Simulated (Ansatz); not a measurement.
input.yaml

```yaml
crystal:
  lattice:
    - [-3.1186503751, 3.1495483916, 6.991262631]
    - [3.1406507004, -3.1260902134, 6.9906067448]
    - [3.0968868778, 3.1043267161, -6.9807088255]
  atoms:
    - { symbol: Na, position: [-0.0014608412, 0.0026615202, 0.0050548402] }
    - { symbol: Ba, position: [0.7463505517, 0.2462516017, 0.4930382742] }
    - { symbol: Ba, position: [0.2609179818, 0.7593767083, 0.5189229467] }
    - { symbol: Ba, position: [0.4941915532, 0.4917094153, -0.0170160611] }
basis:
  ecutwfc: 420
kpoints:
  mp_grid: { grid: [6, 6, 8] }
hamiltonian:
  xc: pbesol
scf:
  occupations: { method: gaussian, width: 0.1 }
output:
  forces: true
  stress: true
  eigenvalues: true
```

It can be run as
```bash
ansatz run input.yaml --threads 1 --pin off --backend cpu --events-out ev --progress --plain --runs-dir out  # memory cap (--max-ram) not shown
```

Theory: DFT PBEsol, scalar-relativistic, plane waves, PAW in Ansatz.

Abridged output (iterations and final results):

```
SCF iter   1: F=—  HF=-19063.171335 eV  |F-HF|=—  |Δ(HF+E_count)|=         —  Δρ=2.10e-3  dr2=4.78e-2  ethr=1.77e-3  ⟨swp⟩=8.8  Hψ=19583  notcnv=0
SCF iter   2: F=—  HF=-19063.166892 eV  |F-HF|=—  |Δ(HF+E_count)|=   4.44e-3  Δρ=1.30e-3  dr2=2.30e-2  ethr=1.23e-4  ⟨swp⟩=1.2  Hψ=4768  notcnv=0
SCF iter   3: F=—  HF=-19063.162993 eV  |F-HF|=—  |Δ(HF+E_count)|=   3.90e-3  Δρ=2.97e-4  dr2=4.06e-4  ethr=5.91e-5  ⟨swp⟩=2.0  Hψ=4049  notcnv=0
SCF iter   4: F=—  HF=-19063.162982 eV  |F-HF|=—  |Δ(HF+E_count)|=   1.15e-5  Δρ=1.05e-4  dr2=1.26e-4  ethr=1.04e-6  ⟨swp⟩=2.1  Hψ=6602  notcnv=0
SCF iter   5: F=—  HF=-19063.162949 eV  |F-HF|=—  |Δ(HF+E_count)|=   3.27e-5  Δρ=6.73e-5  dr2=1.53e-5  ethr=3.22e-7  ⟨swp⟩=2.0  Hψ=6430  notcnv=0
SCF iter   6: F=—  HF=-19063.162823 eV  |F-HF|=—  |Δ(HF+E_count)|=   1.26e-4  Δρ=2.26e-5  dr2=2.01e-6  ethr=3.92e-8  ⟨swp⟩=2.0  Hψ=6460  notcnv=0
SCF iter   7: F=—  HF=-19063.162823 eV  |F-HF|=—  |Δ(HF+E_count)|=   4.01e-7  Δρ=5.22e-6  dr2=1.91e-7  ethr=5.15e-9  ⟨swp⟩=2.0  Hψ=6375  notcnv=0
SCF iter   8: F=-19063.162823 eV  HF=-19063.162823 eV  |F-HF|=6.03e-9  |Δ(HF+E_count)|=   1.26e-8  Δρ=1.34e-6  dr2=1.54e-8  ethr=2.56e-10  ⟨swp⟩=8.0  Hψ=20195  notcnv=0
SCF 1 converged in 8 iterations: F = -19063.162823 eV  dr2 = 1.54e-8
SCF converged after 8 iterations
Free energy (F): -19063.162823 eV
Harris-Foulkes:  -19063.162823 eV  (|F-HF|=6.03e-9)
Internal energy: -19063.134990 eV  (E = F + TS)
E sigma→0 (E₀):  -19063.148906 eV
Entropy (-TS):   -0.027833 eV (-6.958 meV/atom)
Fermi energy:    3.903099 eV
--- Per-component energies (eV) ---
  E_band       = -541.492138
  E_kinetic    = 615.258687
  E_local      = -2804.223451  (includes V_loc(G=0)·N_el)
  E_nonlocal   = 290.436202
  E_hartree    = 975.822721
  E_xc         = -530.189248
  E_vxc        = -444.778336  (∫ρ·V_xc dr)
  E_paw        = -15674.637060  (= ΣΔE_a)
  E_vpaw       = -149.832275  (= ΣTr[D̂ρ^β])
  E_aug_tail   = -0.000029  (compensation charges beyond the density's cutoff)
  E_ewald      = -1936.111805
  E_core_change = 0.508993  (= ΣΔE_core)
  E_smearing   = -0.027833  (= −TS)
--- Forces (eV/Å), atoms counted from 1 ---
  atom   1  Na    -0.02962948    -0.01101561     0.00951482
  atom   2  Ba     0.06505236     0.07868108     0.01171764
  atom   3  Ba    -0.10026914    -0.11637717     0.00360377
  atom   4  Ba     0.06484754     0.04871242    -0.02483628
--- Stress (GPa, compression-positive) ---
       -1.241789       0.060816       0.006438
        0.060816      -1.249969      -0.047677
        0.006438      -0.047677      -1.429015
  P = ⅓ Tr σ = -1.3069 GPa (-13.069 kbar)
--- Band table (eV; the first three rows and the last of 148) ---
  k-point 0: bands = ["-48.5989", "-25.4483", "-25.3692", "-25.3399", "-20.6849", "-20.6837", "-20.6723", "-10.6423", "-10.6056", "-10.5862", "-10.5784", "-10.5764", "-10.4616", "-10.4239", "-10.3621", "-10.3527", "1.2101", "3.2947", "3.6189", "4.1983", "4.4001", "4.4512", "4.5781", "4.9056"]
  k-point 1: bands = ["-48.5989", "-25.4480", "-25.3672", "-25.3421", "-20.6849", "-20.6837", "-20.6723", "-10.6441", "-10.5867", "-10.5826", "-10.5785", "-10.5686", "-10.4581", "-10.4266", "-10.3922", "-10.3591", "1.3750", "3.4372", "3.7381", "4.0890", "4.3177", "4.3425", "4.6289", "4.7299"]
  k-point 2: bands = ["-48.5989", "-25.4475", "-25.3621", "-25.3475", "-20.6849", "-20.6837", "-20.6723", "-10.6544", "-10.6039", "-10.5815", "-10.5631", "-10.5176", "-10.4516", "-10.4494", "-10.4365", "-10.3519", "1.8367", "3.4941", "3.9069", "4.0209", "4.0542", "4.3523", "4.3951", "4.5055"]
  k-point 147: bands = ["-48.5989", "-25.4471", "-25.3705", "-25.3399", "-20.6849", "-20.6837", "-20.6723", "-10.6423", "-10.6309", "-10.5503", "-10.5345", "-10.5306", "-10.5189", "-10.4608", "-10.3672", "-10.3565", "2.0820", "2.2564", "3.2411", "3.8976", "4.1466", "4.1594", "4.3440", "5.0463"]
```

Self-consistency was reached.